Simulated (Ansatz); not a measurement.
Consider the following.

NiBi:
```cif
data_Bi2Ni2
_chemical_formula_sum 'Ni2 Bi2'
_space_group_name_H-M_alt 'P63/mmc'
_space_group_IT_number 194
_space_group_name_Hall '-P 6c 2c'
_cell_length_a 4.11002
_cell_length_b 4.11002
_cell_length_c 5.15897
_cell_angle_alpha 90.000
_cell_angle_beta 90.000
_cell_angle_gamma 120.000
loop_
_atom_site_label
_atom_site_type_symbol
_atom_site_symmetry_multiplicity
_atom_site_Wyckoff_symbol
_atom_site_fract_x
_atom_site_fract_y
_atom_site_fract_z
_atom_site_occupancy
Ni1 Ni 2 a 0.00000 0.00000 0.00000 1
Bi1 Bi 2 c 0.33333 0.66667 0.25000 1
```

This is the PBEsol-relaxed structure.

Question: All from plane-wave PAW PBEsol (Ansatz code), unless another level is named. Give the formation energy from the elements (no fitted shifts).

Answer: -0.049 eV/atom.

Question: Give the density of states at the Fermi level.

Answer: 0.67 states/eV per atom (mean over ±0.08 eV).

Space group P6_3/mmc (NiAs type). The first step of the workflow began from a Materials Project structure, measured or hypothetical; the Crystallography Open Database copy checked does not list it. Whether it is the stable phase at ambient conditions was not checked. Symmetry was held in the PBEsol relaxation; of distortions, only those at the zone centre were tested. The run is not spin-polarised. The references are the lowest solids computed at this level, not always the standard phases. Spin–orbit coupling is left out wherever it is not named.

Potentials: the later of the program's two PAW sets.
